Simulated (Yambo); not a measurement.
**AlN: sweep of GW parameters**

G0W0@PBE for AlN (zinc blende, space group F-43m, No. 216) in Yambo. Reference settings: 6×6×6 Γ-centred k mesh, 76 bands and a 14 Ry block in the screening, 76 bands in G with the Bruneval-Gonze terminator, plasmon pole fitted at 27.2 eV. The PBE gap Γ → X on this mesh is 3.32 eV; G0W0 gaps are taken between the same points.

```csv
change from the reference,G0W0 gap Γ → X (eV),shift of the valence edge (eV),rough Yambo cost
reference settings,4.60,-0.94,1
"23 bands in W, 23 bands in G",4.56,-0.72,about 1/3
"47 bands in W, 47 bands in G",4.58,-0.88,within a factor of two
23 bands in G,4.66,-0.99,–
pole fitted at 15 eV,4.55,-0.82,–
no random integration,4.54,-0.75,–
4×4×4 mesh,4.59,-0.94,about 1/5
"23 bands in G, no terminator",4.22,-0.32,–
"47 bands in G, no terminator",4.39,-0.66,–
```

The reference isn't shown to be the converged limit. Costs are rough (shared machines), scaled to the same edge states, and given only for runs that recompute the screening.

Geometry of the Materials Project entry, not relaxed at this level; primitive cell a = b = c = 3.0886 Å, α = β = γ = 60.00°.

This is not the ordinary phase of the substance; no match was found in the copy of COD used, and its stability was not checked.

A shift is the quasiparticle energy of the state minus its PBE energy.
